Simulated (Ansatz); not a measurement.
Crystals of one structure type (rock salt), relaxed and computed with HSE06 in the plane-wave PAW code Ansatz.

```csv
crystal,a (Å),gap (eV),B₀ by P(V) fit (GPa),"spin order, net moment (μB/atom)"
MgO,4.202,6.56,167,not spin-polarised
CaO,4.798,5.31,114,not spin-polarised
NiO,4.176,4.51,211,antiferromagnetic; net 0.00
SrO,5.154,4.79,92.6,not spin-polarised
```

Spin orders computed, not proven ground states: NiO, rock salt antiferromagnetic. All cells were relaxed under the symmetry of their starts (and spin orders); stability against distortions was not tested throughout. Cells of antiferromagnets are given as chemical subcells. Scalar-relativistic: spin–orbit coupling is off unless named, which matters more the heavier the elements.

Potentials: the earlier of the program's two PAW sets.
